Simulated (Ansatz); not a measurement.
LiCl:
```
LiCl
1.0
    3.89452     0.00000     0.00000
   -1.94726     3.37276     0.00000
    0.00000     0.00000     6.22775
Li Cl
2 2
Direct
  0.66667   0.33333   0.87807
  0.33333   0.66667   0.37807
  0.66667   0.33333   0.49693
  0.33333   0.66667   0.99693
```

Tensor components refer to the Cartesian frame of this cell.

Question: Give the high-frequency dielectric tensor and the Born effective charge tensors of the independent atoms from DFPT, DFT-r²SCAN in the program Ansatz with PAW potentials.

Answer: 
ε∞:
```
2.38  0.00  0.00
0.00  2.38  0.00
0.00  0.00  2.41
```
Z* of atom 1 (Li), rows: field, columns: displacement, in e:
```
1.01  0.00  0.00
0.00  1.01  0.00
0.00  0.00  1.03
```
Z* of atom 3 (Cl), rows: field, columns: displacement, in e:
```
-1.01   0.00   0.00
 0.00  -1.01   0.00
 0.00   0.00  -1.03
```

Static charges for comparison (Bader): Li1 +0.90, Cl3 -0.90 e. Born charges measure polarisation by displacement and can exceed these by far.

Space group P6_3mc (wurtzite). The first step of the workflow began from a Materials Project structure, measured or hypothetical; the Crystallography Open Database copy checked does not list it. It is not the phase usual at ambient conditions (space group No. 225). Symmetry was held in the r²SCAN relaxation; its stability against distortions is not shown here.

Potentials: the later of the program's two PAW sets.
